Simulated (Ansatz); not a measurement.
A geometry of Be away from equilibrium: step 3 of the relaxation of a relaxed Be cell, doubled along one cell vector, shaken by Gaussian noise of σ = 0.08 Å a coordinate. Computed with r2SCAN (plane waves to 500 eV, PAW, scalar-relativistic; Ansatz, a first-principles code). Γ-centred k-mesh 11×11×8 on the run's cell (coarser than for final values), Fermi–Dirac smearing 0.05 eV. The plane waves were selected for a different cell earlier on the path.

```
CELL_PARAMETERS angstrom
      3.52846     0.00036    -0.00346
     -1.76392     3.06818    -0.00436
     -0.00426    -0.00866     4.35376
ATOMIC_POSITIONS crystal
  Be 0.01340 0.01997 0.99895
  Be 0.00228 0.00989 0.50013
  Be 0.34948 0.67916 0.19454
  Be 0.33798 0.68598 0.69292
  Be 0.67795 0.34205 0.30304
  Be 0.67465 0.35275 0.80398
```

Question: What forces act on the atoms (eV/Å)?

Answer: 
```csv
atom,Fx,Fy,Fz
Be1,0.01,-0.08,0.02
Be2,0.08,0.08,-0.06
Be3,-0.10,-0.02,-0.61
Be4,0.06,-0.06,-0.50
Be5,-0.01,0.05,0.60
Be6,-0.04,0.02,0.55
```

The path ends in Im-3m (No. 229) (bcc (W type)). No spin polarisation in the result.

The end of the path is a generated cell of Be: the first start was made by placing the elements on the sites of a structure type, and the end was not matched to a known phase here, so it may be hypothetical. Known forms of Be include space group No. 194.
